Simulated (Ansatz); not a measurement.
Values for one crystal, relaxed and computed with r²SCAN in the plane-wave PAW code Ansatz; other levels are named.

```yaml
volume_per_atom: 7.36 Å³
electronic_character: metallic (no gap)
Formation energy from the elements (no fitted shifts): 0.83 eV/atom
Bulk modulus (Birch–Murnaghan fit): 77.2 GPa
Pressure derivative B′: 4.6
Density of states at the Fermi level: 0.12 states/eV per atom (mean over ±0.08 eV)
```

Question: Which compound is it?
(A) SiC2N4, Imma (Pearson symbol oI28)
(B) Ta2SnN, P6_3/mmc (Sn on 2d, Ta on 4f, N on 2a)
(C) WC, CsCl type
(D) Hf2SiN, P6_3/mmc (Si on 2d, Hf on 4f, N on 2a)

Answer: A, SiC2N4, Imma (Pearson symbol oI28)

The start of the workflow was typed in or built on a structure type; neither database checked (COD, Materials Project) lists it. COD files the formula under space group No. 224. Its standing as an ambient phase is unchecked. The cell was relaxed with r²SCAN under the symmetry of its start; its stability against distortions is not shown here. The volume moved by 26 % from the start of the relaxation. Its formation energy is positive at this level, so the cell may be metastable or incomplete. The references are the lowest solids computed at this level, not always the standard phases (solids in place of the gases).

Potentials: the earlier of the program's two PAW sets.
